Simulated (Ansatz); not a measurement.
Input and command of a plane-wave DFT calculation in Ansatz:

```yaml
crystal:
  lattice:
    - [3.523655866, 0.0, 0.0]
    - [-1.761827933, 3.0515754941, 0.0]
    - [0.0, 0.0, 5.8947395725]
  atoms:
    - { symbol: Pb, position: [0.3333333333, 0.6666666667, 0.25] }
    - { symbol: Pb, position: [0.6666666667, 0.3333333333, 0.75] }
basis:
  ecutwfc: 420
kpoints:
  mp_grid: { grid: [12, 12, 8] }
hamiltonian:
  xc: pbesol
scf:
  occupations: { method: gaussian, width: 0.1 }
output:
  forces: true
  stress: true
  eigenvalues: true
relax:
  adjacent_minimum: "off"
  f_tol: 0.01
  max_steps: 30
  cell: { stress_tol: 0.1, fix: [volume] }
```

```bash
ansatz run input.yaml --threads 1 --pin off --max-ram 2560MiB --backend cpu --events-out ev --progress --plain --runs-dir out
```

Processor: AMD EPYC 7R43 64-Core Processor (Zen 3), 1 thread, on a host shared with other jobs.

Question: Estimate time, memory and problem size.

Answer: About 14 s on 1 thread of AMD EPYC 7R43 64-Core Processor (Zen 3), on a shared host, peak memory 0.43 GiB. It solves 18 bands at 95 k points (the mesh reduced by symmetry) with about 1237 plane waves, in 11 SCF iterations over 2 ionic steps.
